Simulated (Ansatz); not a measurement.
An Ansatz (a program for electronic structure) run. Input:

Ansatz 0.2 input:
```yaml
crystal:
  lattice:
    - [3.8995916121, 0.0, 0.0]
    - [0.0, 3.8995916121, 0.0]
    - [0.0, 0.0, 3.8995916121]
  atoms:
    - { symbol: Hg, position: [0.0, 0.0, 0.0] }
    - { symbol: La, position: [0.5, 0.5, 0.5] }
kpoints:
  mp_grid: { grid: [11, 11, 11] }
hamiltonian:
  xc: r2scan
  pseudopotentials: { kind: paw }
scf:
  occupations: { method: gaussian, width: 0.1 }
checkpoint: { read: metal.run }
output: { write_density: true, elf: true, volumetric_format: npy }
```

Output (shortened):

```
Pseudopotential: Hg, paw, valence charge 20
Pseudopotential: La, paw, valence charge 11
Functional definition: r2SCAN
Crystal: 2 atoms, lattice volume = 59.300 Å³
Basis set: ecut = 500 eV, 1503 PW (Γ), exchange–correlation on 120×120×120 points (64 copies of the dense FFT grid, shifted against one another)
Bands: 24, of which v1, the nominal top of the filled ones, is band 16 counted from 1 (15 counted from 0)
Symmetry: 48 space group operations
Space group: Pm-3m (ITA 221), of the structure as read, at distance tolerance 3.9e-5 Å
k-points: 56 of 1331
Stability of the state it starts from, as read at its close in the unpolarized treatment …
iter 1 solved again at ethr=1.67e-8 eV; its pass at ethr=3.10e-3 eV (dr2=5.19e-6 eV) is discarded
SCF iter   1: F=—  HF=-20093.648833 eV  |F-HF|=—  |Δ(HF+E_count)|=         —  Δρ=3.16e-7  dr2=7.19e-11  dr2_τ=7.08e-12  ethr=1.67e-8  ⟨swp⟩=3.3  Hψ=9436  notcnv=0
preconditioner: auto → Kerker (q_TF=auto, 2.449 Å⁻¹)
SCF iter   2: F=-20093.648833 eV  HF=-20093.648833 eV  |F-HF|=3.64e-12  |Δ(HF+E_count)|=   1.39e-9  Δρ=3.17e-7  dr2=4.97e-11  dr2_τ=1.93e-11  ethr=1.00e-12  ⟨swp⟩=5.2  Hψ=4431  notcnv=0
SCF 1 converged in 2 iterations: F = -20093.648833 eV  dr2 = 4.97e-11
SCF converged after 2 iterations
Free energy (F): -20093.648833 eV
Harris-Foulkes:  -20093.648833 eV  (|F-HF|=3.64e-12)
Internal energy: -20093.632193 eV  (E = F + TS)
E sigma→0 (E₀):  -20093.640513 eV
Entropy (-TS):   -0.016640 eV (-8.320 meV/atom)
Fermi energy:    13.296191 eV
--- Per-component energies (eV) ---
  E_band       = -482.474539
  E_kinetic    = 795.336258
  E_local      = -3350.915421  (includes V_loc(G=0)·N_el)
  E_nonlocal   = 165.149455
  E_hartree    = 1426.272986
  E_xc         = -341.029642
  E_vxc        = -451.718574  (∫ρ·V_xc dr)
  E_paw        = -15407.632577  (= ΣΔE_a)
  E_vpaw       = -521.589869  (= ΣTr[D̂ρ^β])
  E_aug_tail   = 0.000375  (compensation charges beyond the density's cutoff)
  E_vtau       = 28.716889  (kinetic-family band-sum trace: ∫τ·v_τ [+ j·A + Jᵃ·Aᵃ] dr)
  E_ewald      = -3380.733213
  E_core_change = -0.080415  (= ΣΔE_core)
  E_smearing   = -0.016640  (= −TS)
  E_closure    =  0.000000  (closes the sum)
  Σ components = -20093.648833   (vs F -20093.648833, Δ=0.00e0)
  [band-id]    e_kinetic+e_local+e_nonlocal+2·e_hartree+e_vxc+e_vpaw+e_augmentation_tail+e_vtau = -482.474913   (vs E_band -482.474539, Δ=-3.74e-4)
--- Band table (eV; the first three rows and the last of 56) ---
  k-point 0: bands = ["-104.5355", "-52.3221", "-52.3221", "-52.3221", "-21.2044", "-4.2347", "-4.2347", "-4.2347", "5.3258", "5.3258", "5.7461", "5.7461", "5.7461", "5.9751", "13.2910", "13.2910", "14.8374", "14.8374", "14.8374", "14.9725", "14.9725", …
  k-point 1: bands = ["-104.5355", "-52.3222", "-52.3221", "-52.3221", "-21.2008", "-4.2872", "-4.2315", "-4.2315", "5.3341", "5.3637", "5.7441", "5.7441", "5.7489", "6.1003", "13.2856", "13.3154", "14.7639", "14.8223", "14.8223", "14.9658", "14.9808", …
  k-point 2: bands = ["-104.5355", "-52.3225", "-52.3221", "-52.3221", "-21.1911", "-4.4245", "-4.2231", "-4.2231", "5.3565", "5.4634", "5.7390", "5.7390", "5.7562", "6.4614", "13.1821", "13.2705", "14.6300", "14.7586", "14.7586", "14.9477", "15.0055", …
  k-point 55: bands = ["-104.5355", "-52.3232", "-52.3232", "-52.3232", "-21.0784", "-4.6513", "-4.6513", "-4.6509", "5.6525", "5.6750", "5.6750", "6.0656", "6.0656", "9.8050", "11.1243", "11.1243", "11.6979", "15.0005", "15.0005", "15.0057", "15.2227", …
```

Cost: about 5 core-seconds (a rough figure) on shared cores.

The workflow started from an entry of the Crystallography Open Database (COD). Whether it is the stable phase at ambient conditions was not checked. The r²SCAN relaxation kept the symmetry of its start; whether a distortion lowers the energy is not shown. Scalar-relativistic: spin–orbit coupling is off unless named, which matters more the heavier the elements.

Potentials: the later of the program's two PAW sets.

Ansatz is a plane-wave DFT program.
